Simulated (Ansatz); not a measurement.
## MnSe: energy along a strain

MnSe, F-43m, a = 5.820 Å (as given, not relaxed at this level: -0.3 GPa). This isn't the usual stable structure of the compound. Ansatz: PBEsol, PAW, 420 eV, Γ-centred 14×14×14 mesh on 2 atoms, Gaussian smearing 0.15 eV; collinear spin, largest moment 4.2 μB. Cell vectors (Å): 0.000 2.910 2.910; 2.910 0.000 2.910; 2.910 2.910 0.000. The cell is strained by x per cent times the pattern (0 0 1 0 0 0) in the order xx yy zz yz xz xy (engineering shears), with fractional coordinates held. y is the free energy over the start, V0 = 24.642 Å³/atom.

| x (%) | y (meV/atom) |
| --- | --- |
| -6.00 | 10.64 |
| -3.00 | 2.00 |
| 0.00 | 0.00 |
| 1.50 | 1.58 |
| 4.50 | ? |
| 6.00 | 17.25 |

Question: Fit y = c1 x + c2 x² + c3 x³ to the other rows, get the stiffness along the pattern, and predict the missing energy.

Answer: Least squares on the rows shown. y = 0.47408 x + 0.38733 x² + 0.0021334 x³. The clamped-ion stiffness p·C·p = 2 × 3.873 eV × 160.2 / 24.642 Å³ = 50 GPa, which is C33 in these axes (C11 of the cubic crystal) (second derivative at the start, which stands under stress). At x = 4.50 the fit asked for gives 10.17 meV/atom. The run gave 10.14 meV/atom, so the fit is 0.03 meV/atom too high, a small miss on the scale of the series.

The cell holds one magnetic atom, so it can only be ferromagnetic; an antiferromagnetic order may lie lower.